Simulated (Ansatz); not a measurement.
The elements of this relaxed trial crystal are hidden behind letters.

```
lattice vectors (Å)
   4.4897    0.0000    0.0000
  -2.2449    3.8882    0.0000
   0.0000    0.0000    4.2341
fractional positions
X 0.0000 0.0000 0.5000
Z 0.6659 0.0000 0.0000
Z 0.0000 0.6659 0.0000
Z 0.3341 0.3341 0.0000
Z 0.3333 0.6667 0.5000
Z 0.6667 0.3333 0.5000
```

Computed with DFT PBE, scalar-relativistic, plane waves, PAW (Ansatz 0.2.0). Plane waves to 420 eV, a 12×12×10 mesh through Γ for the 6-atom cell and 0.10 eV Gaussian smearing; no spin polarisation.

| Property | Result |
| --- | --- |
| Space group | P-62m (No. 189) |
| Conventional cell | a = 4.490 Å, c = 4.234 Å |
| Volume per atom | 12.32 Å³ |
| Density | 7.74 g/cm³ |
| Formation energy | −0.13 eV/atom |
| Gap on the 12×12×10 mesh of the 6-atom cell | 0 eV (a metal) |

Energies are uncorrected and count from the elements' standard states at the same level.

Task: X is a p-block element of period 3 and Z is a d-block element of period 4. Which elements are they?

Result: X = Al, Z = Cu, so the formula is AlCu5. Density times volume gives a mean mass of 7.74 × 12.32/1.6605 = 57.4 u per atom, and this set has 57.5 u. Among the elements that the hints allow, noble gases aside, only these give it. Al has 12 Cu at 2.59 Å; Cu on a site of symmetry m2m has 10 Cu at 2.59–2.60 Å and 2 Al at 2.59 Å; around Cu on a site of symmetry -6 lie 9 Cu at 2.59 Å and 3 Al at 2.59 Å.

Symmetry constrained the relaxation, so the result can be a saddle point.
